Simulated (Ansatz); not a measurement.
GaCuBr4 in space group P-42c (No. 112; Ga on 2d, Cu on 2e, Br on 8n), the program Ansatz at the LDA level (PAW), all energies at zero smearing, with the estimated change up to a 700 eV cutoff added, with one set of potentials and settings (totals compare only within such a set). Cell of 12 atoms (2 Ga, 2 Cu, 8 Br): -42083.544 eV.

```tsv
element	reference phase	E (eV/atom)
Ga	Cmce, 4 atoms in the cell	-3706.9815
Cu	Fm-3m, 1 atoms in the cell	-6555.7242
Br	Cmce, 4 atoms in the cell	-2693.8442
```

Formation energy per atom, worked out: (-42083.544 − 2×(-3706.9815) − 2×(-6555.7242) − 8×(-2693.8442))/12 = -0.615 eV/atom (-59 kJ per mol of atoms), at 0 K, without zero-point energy or fitted corrections.

The workflow started from a Materials Project entry (that database holds measured and hypothetical structures alike); the Crystallography Open Database copy checked does not list it. Whether it is the stable phase at ambient conditions was not checked. The LDA relaxation kept the symmetry of its start; phonons on a q-mesh show no instability. The run is not spin-polarised. The references are the lowest solids computed at this level, not always the standard phases.

Potentials: the later of the program's two PAW sets.
